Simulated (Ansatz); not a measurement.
# Ti3Ag: electron density at the nuclei under pressure

```
Ti Ag
1.0
     4.18700    0.00000    0.00000
     0.00000    4.18700    0.00000
     0.00000    0.00000    3.95000
Ti Ag
3 1
Direct
  0.00000 0.50000 0.50000
  0.50000 0.00000 0.50000
  0.50000 0.50000 0.00000
  0.00000 0.00000 0.00000
```

Atoms are numbered in the order listed.

The cell comes from COD entry 1509562, which wasn't checked; take it as a given geometry.

Spin polarisation is left out, and whether a magnetic state lies lower isn't shown here.

Method: DFT, LDA, all-electron PAW with datasets made for the crystal, scalar-relativistic in Ansatz 0.2.0.

Sampling and basis: a Γ-centred 9×9×9 k mesh, Fermi–Dirac smearing of 0.08 eV, cutoff 260 eV (chosen by the program for this cell), no spin polarisation.

The contact density is the mean electron density over the nuclear volume; its changes follow the s electrons' response to bonding and compression. Changes below are taken from the unscaled cell, where it is 56470 e/Å³ at Ti1, 56470.3 e/Å³ at Ti3, 944581 e/Å³ at Ag4.

Volumes at which the program chose other datasets or cutoffs are left out.

```
V/V(cell)  P (GPa)  Δρ(0) Ti1 (e/Å³)  Δρ(0) Ti3 (e/Å³)  Δρ(0) Ag4 (e/Å³)
   0.9400     -3.3              0.74              0.71              7.80
   0.9600     -5.7              0.49              0.47              5.11
   0.9800     -7.9              0.24              0.23              2.49
   0.9900     -8.9              0.12              0.11                 ?
   1.0000     -9.9              0.00              0.00              0.00
   1.0100    -10.8             -0.12             -0.11                 ?
   1.0200    -11.6             -0.23             -0.22                 ?
   1.0400    -13.2             -0.46             -0.44             -4.71
```

Problem. Fill in "Δρ(0) Ag4 (e/Å³)" for the row "0.9900".

Solution. 1.23.

Problem. Fill in "Δρ(0) Ag4 (e/Å³)" for the row "1.0200".

Solution. -2.40.

Problem. Give the missing entry: row "1.0100", column "Δρ(0) Ag4 (e/Å³)".

Solution. -1.21.

The datasets are made afresh for each cell, so very small changes are uncertain.
